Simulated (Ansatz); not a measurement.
Phonons of CuPd (CsCl type) at Γ, X = (0.5, 0.0, 0.0), M = (0.5, 0.5, 0.0), R = (0.5, 0.5, 0.5).

CuPd (CsCl type)

```xyz
2
Lattice="2.9298 0.0000 0.0000 0.0000 2.9298 0.0000 0.0000 0.0000 2.9298" Properties=species:S:1:pos:R:3 pbc="T T T"
Cu     0.0000     0.0000     0.0000
Pd     1.4649     1.4649     1.4649
```

Method: LDA (plane waves to 420 eV, PAW, scalar-relativistic; Ansatz, a program for electronic structure). Harmonic phonons by density-functional perturbation theory on a 16×16×16 k mesh, in cm⁻¹ and rounded to 5; i marks imaginary ones, q is in fractions of the reciprocal vectors of the cell shown, and the three acoustic modes at Γ are left out. The program warned that its band solver left a few bands short of their tolerance. CuPd is run without spin polarisation. CuPd was relaxed with its symmetry unable to fall.

| q | wavenumbers (cm⁻¹) |
|---|---|
| Γ | 230 (×3) |
| X = (0.5, 0.0, 0.0) | 140 (×2), 185, 195 (×2), 205 |
| M = (0.5, 0.5, 0.0) | 50 (×2), 140, 190, 255 (×2) |
| R = (0.5, 0.5, 0.5) | 165 (×3), 185 (×3) |

The structure shows no imaginary mode at these points (lowest 50 cm⁻¹ at M = (0.5, 0.5, 0.0)); other wave vectors were not tested.

Highest mode: 255 cm⁻¹ at M = (0.5, 0.5, 0.0).
